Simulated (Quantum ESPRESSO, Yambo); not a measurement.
**Levels of theory for the gap of Be₃N₂**

Be3N2 (space group P6_3/mmc, No. 194): one geometry, one set of norm-conserving PBEsol (Quantum ESPRESSO, 88 Ry, no spin-orbit coupling) orbitals, self-energies from Yambo (6×6×2 Γ-centred k mesh, bands 7 to 135 and a 8 Ry block in the screening, 135 bands in G with the Bruneval-Gonze terminator, plasmon pole fitted at 27.2 eV).

The geometry is that of Materials Project entry mp-6977, symmetrised and not relaxed again.

| level | gap Γ → M (eV) | direct gap at M (eV) | rough Yambo cost |
|---|---|---|---|
| PBEsol (Quantum ESPRESSO) | 3.25 | 4.65 | – |
| exchange only (Hartree-Fock self-energy on PBEsol orbitals) | 11.91 | 13.74 | about 1/6 (12 states) |
| static COHSEX@PBEsol | 5.63 | 7.12 | within a factor of two (3 states) |
| G0W0@PBEsol, plasmon pole | 4.76 | 6.26 | 1 (12 states) |

Bare exchange has no screening and gives the widest gap; static COHSEX screens it but leaves out the frequency dependence, which G0W0 restores.

Costs are rough ratios of core time on shared machines.

Nearest settings tried, and what they do to the gap: 89 bands in G: +7 meV; 54 bands in W, 54 bands in G: +149 meV; 7 Ry block (141 vectors against 203): -118 meV; 6×6×1 mesh: +17 meV. So the settings aren't converged at that level.

The structure is a Materials Project entry; no match was found in the copy of COD used, and its stability was not checked.
